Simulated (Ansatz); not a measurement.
Sr2FeH6:
```yaml
crystal:
  lattice:
    - [0.00000, 3.63031, 3.63031]
    - [3.63031, 0.00000, 3.63031]
    - [3.63031, 3.63031, 0.00000]
  atoms:
    - { symbol: Sr, position: [0.75000, 0.75000, 0.75000] }
    - { symbol: Sr, position: [0.25000, 0.25000, 0.25000] }
    - { symbol: Fe, position: [0.00000, 0.00000, 0.00000] }
    - { symbol: H, position: [0.78107, 0.78107, 0.21893] }
    - { symbol: H, position: [0.21893, 0.21893, 0.78107] }
    - { symbol: H, position: [0.21893, 0.78107, 0.78107] }
    - { symbol: H, position: [0.78107, 0.21893, 0.21893] }
    - { symbol: H, position: [0.78107, 0.21893, 0.78107] }
    - { symbol: H, position: [0.21893, 0.78107, 0.21893] }
```

x, y and z are the axes in which the lattice vectors are written.

### Question
Give the high-frequency dielectric tensor and the Born effective charge tensors of the independent atoms from DFPT, LDA (plane waves, PAW; program Ansatz).

### Answer

ε∞:
```
4.69  0.00  0.00
0.00  4.69  0.00
0.00  0.00  4.69
```
Z* of atom 1 (Sr), rows: field, columns: displacement, in e:
```
2.25  0.00  0.00
0.00  2.25  0.00
0.00  0.00  2.25
```
Z* of atom 3 (Fe), rows: field, columns: displacement, in e:
```
-2.21   0.00   0.00
 0.00  -2.21   0.00
 0.00   0.00  -2.21
```
Z* of atom 4 (H), rows: field, columns: displacement, in e:
```
-0.15   0.00   0.00
 0.00  -0.15   0.00
 0.00   0.00  -0.84
```

Space group Fm-3m. The first step of the workflow began from a Materials Project structure, measured or hypothetical; the Crystallography Open Database copy checked does not list it. Its standing as an ambient phase is unchecked. Symmetry was held in the LDA relaxation; its stability against distortions is not shown here. No spin polarisation was allowed. Spin–orbit coupling is left out wherever it is not named.

Potentials: the later of the program's two PAW sets.
